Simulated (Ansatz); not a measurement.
MgSi (P4/mmm), stationary points along a deformation path

Theory: Ansatz, DFT PBEsol, scalar-relativistic, plane waves, PAW. The runs took a 420 eV cutoff, a Γ-centred 18×18×14 mesh and Gaussian smearing (0.15 eV). No spin polarisation. Energies are free energies at this smearing, counted from the undisturbed cell; pressure is positive in compression.

Zero of the scan (as given, not relaxed at this level; it stands at -1.6 GPa, and it needn't be the usual structure):

```yaml
crystal:
  lattice:
    - [2.90839, 0.00000, 0.00000]
    - [0.00000, 2.90839, 0.00000]
    - [0.00000, 0.00000, 4.10343]
  atoms:
    - { symbol: Mg, position: [0.00000, 0.00000, 0.00000] }
    - { symbol: Si, position: [0.50000, 0.50000, 0.50000] }
```

At fixed volume and fractional coordinates, lengths along (0.000, 0.000, 1.000) are scaled against those across it; ρ is that ratio over its starting value. V = 17.355 Å³/atom. Δσ is the stress along the axis less the mean stress across it (compression positive).

| ρ | ΔE (meV/atom) | Δσ (GPa) | space group |
| --- | --- | --- | --- |
| 0.850 | 23.0 | 5.57 | P4/mmm |
| 0.920 | -1.6 | 2.52 | P4/mmm |
| 1.000 | 0.0 | -3.05 | P4/mmm |
| 1.100 | 39.5 | -7.13 | P4/mmm |
| 1.200 | 93.9 | -9.83 | P4/mmm |

Problem. How does the stress give the slope of the energy, and where is the energy stationary?

Solution. Along the path d ln(length) is 2/3 d ln ρ on the axis and −1/3 d ln ρ across it, so dE/d ln ρ = −(2/3) V Δσ: the energy falls with ρ where Δσ is positive. Δσ vanishes or changes sign between ρ = 0.920 and 1.000, a minimum (near 0.96 by linear interpolation). Pairs of stationary points between two samples would go unseen, and could change a minimum read from distant neighbours into a maximum.

Problem. Integrate that slope from ρ = 1 to 1.200 by the trapezoid rule.

Solution. With V/N in Å³ and 1 eV/Å³ = 160.2 GPa the slopes at ρ = 1.000, 1.100, 1.200 are 220, 515, 710 meV/atom per unit of ln ρ. The steps add 35.0 + 53.3 = 88.3 meV/atom, against 93.9 from the energies; the trapezoid rule misses the curvature of the slope within each step.

Problem. Is the start the lowest point of the path?

Solution. No: ρ = 0.920 lies 1.6 meV/atom lower, with no sampled rise above the start on the way. Volume and inner coordinates are held, so a relaxed structure there would lie lower still.

In a metal these slopes depend on the k mesh and the smearing.

Cost: 5 runs of about 1.2 core-minutes in all, on Arm Neoverse N1 (shared hosts).